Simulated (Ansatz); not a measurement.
A crystal relaxed with r2SCAN in the plane-wave code Ansatz has space group R3m:H (No. 160) and a = 3.863 Å, c = 38.058 Å.

```csv
atom,site,x,y,z
B,3a,0.6667,0.3333,0.3315
Ga,3a,0.6667,0.3333,0.0795
Ga,3a,0.3333,0.6667,0.1667
Ga,3a,0.0000,0.0000,0.2539
Xx,3a,0.6667,0.3333,0.0151
Xx,3a,0.3333,0.6667,0.1027
Xx,3a,0.0000,0.0000,0.1900
Xx,3a,0.6667,0.3333,0.2772
```

r2SCAN gives a direct gap of 0.25 eV at Γ. The HSE06 gap is direct at Γ: 0.72 eV. The PBE gap is direct at Γ: 0.05 eV. (This is within a few times the smearing of 0.02 eV, so the filling near the edges can be smeared.) Meshes: r2SCAN 8×8×8, HSE06 4×4×4, PBE 8×8×8.

Question: Which element is Xx?
A. Bi
B. P
C. Sb
D. As

Answer: D. Xx is As: Ga3BAs4 as one 8-atom ordering (R3m) on the zincblende lattice. Around B lie 4 As at 2.07–2.32 Å; around Ga lie 4 As at 2.40–2.45 Å; around Ga lie 4 As at 2.40–2.44 Å; around Ga lie 4 As at 2.40–2.43 Å; around As lie 3 B at 2.32 Å and 1 Ga at 2.45 Å; around As lie 4 Ga at 2.40–2.44 Å; around As lie 4 Ga at 2.40–2.43 Å; around As lie 1 B at 2.07 Å and 3 Ga at 2.40 Å.

Values at 0 K without nuclear motion; spin polarisation is off, and the phase may be a hypothetical one.

The runs are scalar-relativistic, without spin-orbit coupling.

Gaps or overlaps of about a tenth of an eV are at the limit of these meshes: between the points read a gap can be smaller or closed.
